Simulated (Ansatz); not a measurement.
# Al₂Pt: computed DOS

```
Al Pt
1.0
     0.00000    2.95500    2.95500
     2.95500    0.00000    2.95500
     2.95500    2.95500    0.00000
Al Pt
2 1
Direct
  0.25000 0.25000 0.25000
  0.75000 0.75000 0.75000
  0.00000 0.00000 0.00000
```

The cell is COD entry 9009032, as deposited and not checked against the literature; nothing was relaxed.

No spin–orbit coupling, which matters for the heavy atoms here.

These are results of Ansatz 0.2.0, DFT, PBE, all-electron LAPW, scalar-relativistic, not measurements.

Numerical set-up: a Γ-centred 10×10×10 k mesh, Fermi–Dirac smearing of 0.05 eV, basis error target 1 meV/atom, no spin polarisation.

(1) Where is the centre of the filled Pt 5d states between -14 eV and the top of the filled states?

(2) Tabulate the density of states.

Answers

(1) -4.08 eV from the Fermi level.

(2) States per eV and cell, averaged over 0.6 eV, from -5.8 to 3.6 eV, with energies (bin centres) from the Fermi level; empty bins are left out. The partial columns, the largest 3 alone, are projections on Löwdin-orthogonalised atomic shells (those that the program's projection atoms carry: the occupied ones and, for some elements, an empty d or f shell; other empty shells have no column), summed over atoms of an element. Weights on diffuse s and p shells depend on that basis and aren't pure angular character.
| E (eV) | total | Pt 5d | Al 3p | Al 3s |
| --- | --- | --- | --- | --- |
| -5.6 | 1.64 | 0.92 | 0.33 | 0.36 |
| -5.0 | 3.56 | 2.55 | 0.85 | 0.11 |
| -4.4 | 2.96 | 2.22 | 0.57 | 0.04 |
| -3.8 | 5.51 | 4.71 | 0.50 | 0.09 |
| -3.2 | 2.57 | 2.05 | 0.27 | 0.13 |
| -2.6 | 0.93 | 0.43 | 0.27 | 0.13 |
| -2.0 | 0.90 | 0.29 | 0.39 | 0.13 |
| -1.4 | 0.99 | 0.25 | 0.53 | 0.13 |
| -0.8 | 1.27 | 0.29 | 0.78 | 0.12 |
| -0.2 | 1.26 | 0.23 | 0.84 | 0.10 |
| 0.4 | 1.16 | 0.16 | 0.81 | 0.09 |
| 1.0 | 0.91 | 0.10 | 0.65 | 0.06 |
| 1.6 | 0.51 | 0.05 | 0.32 | 0.04 |
| 2.2 | 0.33 | 0.03 | 0.18 | 0.04 |
| 2.8 | 0.19 | 0.01 | 0.08 | 0.04 |
| 3.4 | 1.71 | 0.23 | 0.44 | 0.76 |
